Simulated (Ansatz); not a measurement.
This cell of SnSe₂ (CdI2 type) is off equilibrium:

```yaml
crystal:
  lattice:
    - [7.65139, 0.00000, 0.00000]
    - [-1.91285, 3.31315, 0.00000]
    - [0.00000, 0.00000, 6.22880]
  atoms:
    - { symbol: Sn, position: [0.96019, 0.96019, 0.03021] }
    - { symbol: Sn, position: [0.50000, 0.00000, 0.00000] }
    - { symbol: Se, position: [0.16667, 0.66667, 0.25298] }
    - { symbol: Se, position: [0.66667, 0.66667, 0.25298] }
    - { symbol: Se, position: [0.33333, 0.33333, 0.74702] }
    - { symbol: Se, position: [0.83333, 0.33333, 0.74702] }
```

All values below come from r2SCAN+rVV10 (plane waves to 500 eV, PAW, scalar-relativistic; Ansatz, a first-principles code). k mesh 4×8×5 (Γ-centred), Fermi-Dirac smearing 0.05 eV. The energy includes the smearing's −TS. Compression counts positive. As the smearing reaches across the gap at some points, energies and forces of such displacements shift with the k mesh and the smearing. SnSe2 was relaxed with its symmetry unable to fall. The PAW data are Ansatz's earlier set.

### Question
What forces act on the atoms (eV/Å, Cartesian)?

### Answer
| atom | Fx | Fy | Fz |
|---|---|---|---|
| Sn1 | 2.755 | 1.591 | -2.138 |
| Sn2 | -0.898 | -0.519 | -1.272 |
| Se3 | -0.189 | -0.109 | 0.278 |
| Se4 | -1.601 | -0.925 | 1.977 |
| Se5 | -0.034 | -0.020 | 0.620 |
| Se6 | -0.032 | -0.019 | 0.535 |

### Question
What is the stress tensor (GPa)?

### Answer
```
    2.5      1.6     -2.2
    1.6      0.7     -1.3
   -2.2     -1.3      1.2
```
The pressure, a third of the trace, is 1.5 GPa.

### Question
In it atom 1 sits (-0.228, -0.132, 0.188) Å away from its relaxed site. What is its energy relative to the relaxed cell?

### Answer
549 meV/cell.

(A displaced cell: forces are minus the slopes of the energy, force constants its curvatures, and phonons follow from these.)
